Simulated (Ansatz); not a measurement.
Here is the system:

Sc₂SiB₂:
```xyz
5
Lattice="3.1563 0.0000 0.0000 -1.5782 2.7334 0.0000 0.0000 0.0000 7.8111" Properties=species:S:1:pos:R:3 pbc="T T T"
Sc     0.0000     1.8223     5.6288
Sc     0.0000     1.8223     2.1823
Si     0.0000     0.0000     0.0000
B      0.0000     0.0000     3.9056
B      1.5782     0.9111     3.9056
```

This is the PBE-relaxed structure.

Problem. All from PBE in the plane-wave PAW code Ansatz, unless another level is named. Estimate the electronic character.

Solution. metallic (no gap).

Problem. And the density of states at the Fermi level?

Solution. 0.55 states/eV per atom (mean over ±0.08 eV).

Problem. Predict the formation energy from the elements (no fitted shifts).

Solution. -0.69 eV/atom.

Space group P-6m2. The start of the workflow was typed in or built on a structure type; neither database checked (COD, Materials Project) lists it. Whether it is the stable phase at ambient conditions was not checked. Symmetry was held in the PBE relaxation; whether a distortion lowers the energy is not shown. No spin polarisation was allowed. The references are the lowest solids computed at this level, not always the standard phases.

Potentials: the earlier of the program's two PAW sets.
